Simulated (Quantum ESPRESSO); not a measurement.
```
CELL_PARAMETERS angstrom
      0.00000     2.83023     2.83023
      2.83023     0.00000     2.83023
      2.83023     2.83023     0.00000
ATOMIC_POSITIONS crystal
  Ga 0.00000 0.00000 0.00000
  As 0.75000 0.75000 0.75000
```

Cell and atoms were relaxed with PBEsol from Materials Project entry mp-2534, within its symmetry.

Problem. What does PBE (stringent potentials; Quantum ESPRESSO, PseudoDojo norm-conserving, 114 Ry, scalar-relativistic) give for the electronic structure near the Fermi level?

Solution. The PBE gap is direct, 0.49 eV at Γ. Spin-orbit splittings are left out.
